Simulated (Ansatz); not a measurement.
## Compressing YCu₅

All numbers below come from DFT PBEsol, scalar-relativistic, plane waves, PAW (Ansatz). (420 eV cutoff, 12×12×10 k-mesh, Gaussian smearing of 0.10 eV, no spin polarisation)

Starting point, cell and atoms relaxed:

```xyz
6
Lattice="4.9565 0.0000 0.0000 -2.4782 4.2924 0.0000 0.0000 0.0000 4.0241" Properties=species:S:1:pos:R:3 pbc="T T T"
Y     0.0000    0.0000    0.0000
Cu    2.4782    0.0000    2.0120
Cu    1.2391    2.1462    2.0120
Cu   -1.2391    2.1462    2.0120
Cu    0.0000    2.8616    0.0000
Cu    2.4782    1.4308    0.0000
```

Cell and atoms are relaxed at each pressure within the symmetry of the start, at zero temperature, so transitions that lower the symmetry aren't seen. The k-mesh given is that at zero pressure and may differ at others. a, b and c are the lengths of the cell vectors above.

```tsv
P (GPa)	V (Å³/atom)	V/V0	a (Å)	b (Å)	c (Å)
-3	14.63	1.025	5.001	5.001	4.052
0	14.27	1.000	4.956	4.956	4.024
3	13.95	0.978	4.918	4.918	3.997
8	13.50	0.946	4.858	4.858	3.964
15	12.98	0.910	4.788	4.788	3.921
30	12.13	0.850	4.673	4.673	3.849
60	11.01	0.772	4.514	4.514	3.745
```

What bulk modulus and pressure derivative fit these points?

A third-order Birch–Murnaghan fit gives B0 = 127 GPa and B0' = 4.6.

Which cell vector or vectors give way most up to 60 GPa?

a and b: the changes are a -8.9 %, b -8.9 %, c -6.9 %.